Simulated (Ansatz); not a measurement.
## Two states of SrNiO2

```xyz
8
Lattice="1.7999 8.2241 0.0000 1.7999 -8.2241 0.0000 0.0000 0.0000 -3.9356" Properties=species:S:1:pos:R:3 pbc="T T T"
Sr    1.7999   -2.7798   -2.9517
Sr    1.7999    2.7798   -0.9839
Ni    1.7999   -7.2208   -2.9517
Ni    1.7999    7.2208   -0.9839
O     1.7999    7.3195   -2.9517
O     1.7999   -7.3195   -0.9839
O     1.7999   -5.2470   -2.9517
O     1.7999    5.2470   -0.9839
```

Method: r2SCAN, with U = 5.05 eV and J = 0.53 eV on Ni d (all-electron-ortho-atomic projectors); PAW, plane waves to 500 eV, 5×5×5 (shifted by 0.5, 0.5, 0 steps) mesh, fermi-dirac occupations (width 0.0183 eV) (Ansatz 0.2.0), atoms fixed.

State A: Ni3 up, Ni4 up (collinear spin). State B: Ni3 up, Ni4 down (collinear spin).

Q: Which state is lower, and how do they differ?

A: State A is lower by 2.0 meV an atom at zero smearing.

```tsv
state	free energy (meV/atom)	largest moment in a small sphere (μB)	net moment (μB/cell)	gap on mesh (eV)	pressure (GPa)	largest force (eV/Å)
A	0.0	1.68	4.00	2.19	1.8	0.56
B	2.0	1.68	0.00	2.42	1.8	0.58
```

Origin: a database entry at a rescaled volume. Caveats: gaps of Fe, Co and Ni magnets come out low on these datasets; an odd or shifted mesh can miss the band edges, so this level's true gap may be smaller.
